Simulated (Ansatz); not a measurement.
LiGeN (P6_3mc), relaxed and computed with several functionals in Ansatz (plane waves, PAW). Much of their spread follows the volume that each gives.

```csv
functional,V (Å³/atom),B₀ by P(V) fit (GPa)
r²SCAN,12.05,?
PBE,12.38,64.0
HSE06,11.97,75.7
PBEsol,11.94,71.5
LDA,11.53,75.7
```

### Question
Fit a straight line to ln B₀ against ln V and predict the withheld value.

### Answer
Least squares on the 4 shown rows: ln B₀ = -2.32 × ln V + (10.026), with a scatter of 3.7 %. For r²SCAN this gives 70.2. The run itself gave 73.4, a miss of 4.4 % of that.

Standing as an ambient phase not checked: LiGeN, P6_3mc (Li on 2b, Ge on 2a, N on 2b). All cells were relaxed under the symmetry of their starts (and spin orders); stability against distortions was not tested throughout. Spin–orbit coupling is left out wherever it is not named.

Potentials: the later of the program's two PAW sets.

Ansatz (an electronic-structure program) is a plane-wave DFT program.
